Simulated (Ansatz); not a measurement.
According to PBE in the plane-wave PAW code Ansatz, CdSiP₂ in the chalcopyrite structure (I-42d) relaxes to a = 5.724 Å, c = 10.582 Å. Cd has 4 nearest neighbours from 2.58 Å (tetrahedral); Si has 4 nearest neighbours from 2.27 Å (tetrahedral). Against the elements it lies at -0.23 eV/atom, with no fitted shifts.

It is gapped at this level: 1.42 eV (direct). The valence maximum lies at Γ and the conduction minimum at Γ. The screened hybrid HSE06 puts the gap at 2.06 eV. Gap from PBE with spin–orbit coupling: 1.42 eV. The electron mass is 0.28, 0.28, 0.70 mₑ (principal values). The hole mass is 0.14, 0.47, 0.47 mₑ (principal values).

An equation-of-state fit gives a bulk modulus of 74.4 GPa. The relaxed-ion elastic constants in GPa are C11 = 115, C12 = 52.7, C13 = 59.1, C33 = 100, C44 = 53.0, C66 = 49.9. The elastic constants imply a Debye temperature near 379 K. Perturbation theory gives ε∞ = 10.9 (xx = yy), 10.7 (zz). Letting the ions move raises it to ε0 = 13.7 (xx = yy), 13.1 (zz). Born charges are Cd +2.04, Si +2.31, P -2.18 e. Without the LO–TO term the highest mode at Γ lies at 458 cm⁻¹. Bader charges are Cd +0.59, Si +1.87, P -1.23 e.

The cell was relaxed with PBE under the symmetry of its start. The references are the lowest solids computed at this level, not always the standard phases. Scalar-relativistic: spin–orbit coupling is off unless named, which matters more the heavier the elements.

Potentials: the later of the program's two PAW sets.
